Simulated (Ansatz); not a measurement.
Electronic bands of the LaI2 (0 0 1) slab, simulated with Ansatz.

Miller indices refer to the conventional cell of I4/mmm (No. 139), a = 3.960 Å, b = 3.960 Å, c = 14.624 Å, α = 90.00°, β = 90.00°, γ = 90.00°.

The slab has 6 planes, was cut to end in I at the top (+c) and I at the bottom, and its atoms stand where a relaxation without spin-orbit coupling left them. Listed are levels within 1.2 eV of the Fermi level, the 22 nearest at most. Weights are Löwdin projections on the datasets' atomic orbitals, as shares of the full norm: they are low for levels that spill into the vacuum or into shells that a dataset lacks. Two planes next to each face count as outer, 4 of 6 in all, so a level spread evenly over the slab has a weight near 0.67.

```
CELL_PARAMETERS angstrom
3.95990 0.00000 0.00000
0.00000 3.95990 0.00000
0.00000 0.00000 26.11707
ATOMIC_POSITIONS crystal
I 0.00000 0.00000 0.28717
La 0.50000 0.50000 0.36001
I 0.00000 0.00000 0.43286
I 0.50000 0.50000 0.56714
La 0.00000 0.00000 0.63999
I 0.50000 0.50000 0.71283
```

These are results of Ansatz 0.2.0, DFT r2SCAN, scalar-relativistic, plane waves, PAW, not measurements.

Cutoff 500 eV; k points 9×9×1 on the computed 6-atom cell (Γ-centred); Gaussian smearing, width 0.10 eV; no spin polarisation. A dipole correction removes the field between periodic images along c.

Run with
```bash
ansatz run input.yaml --threads 2 --pin off --max-ram 5632MiB --backend cpu --events-out ev --progress --plain --runs-dir out
```

2.8 min on 2 threads of Arm Neoverse V2, with other jobs on the host, peak memory 1.8 GiB

Levels at X (0.500, 0.000), in eV from the Fermi level, with weights (averaged over levels within 1.5 meV, which needn't be degenerate by symmetry):
```csv
level,levels within 1.5 meV,outer two planes of both faces,f orbitals
-0.354,2,0.94,0.00
1.118,2,0.97,0.97
1.138,2,0.97,0.96
1.176,2,0.97,0.97
```

Levels at Γ (0.000, 0.000), in eV from the Fermi level, with weights (averaged over levels within 1.5 meV, which needn't be degenerate by symmetry):
```csv
level,outer two planes of both faces,f orbitals
0.832,0.88,0.00
0.933,0.86,0.00
0.974,0.95,0.95
0.981,0.95,0.95
```

Levels at M (0.500, 0.500), in eV from the Fermi level, with weights (averaged over levels within 1.5 meV, which needn't be degenerate by symmetry):
```csv
level,levels within 1.5 meV,outer two planes of both faces,f orbitals
0.890,2,0.96,0.01
1.147,4,0.98,0.98
```

Bands cross the Fermi level. With 6 planes the outer ones are most of the slab, so weights don't single out surface states. The work function of the top face is 3.88 eV. In a slab this thin the states of the two faces can couple and split. Spin-orbit coupling is left out, which matters for the bands of heavy elements. Empty f levels come out too low without a Hubbard U and can form the conduction band's edge or flat bands above it. The MoSi2 structure is a prototype's; whether LaI2 takes it wasn't checked.
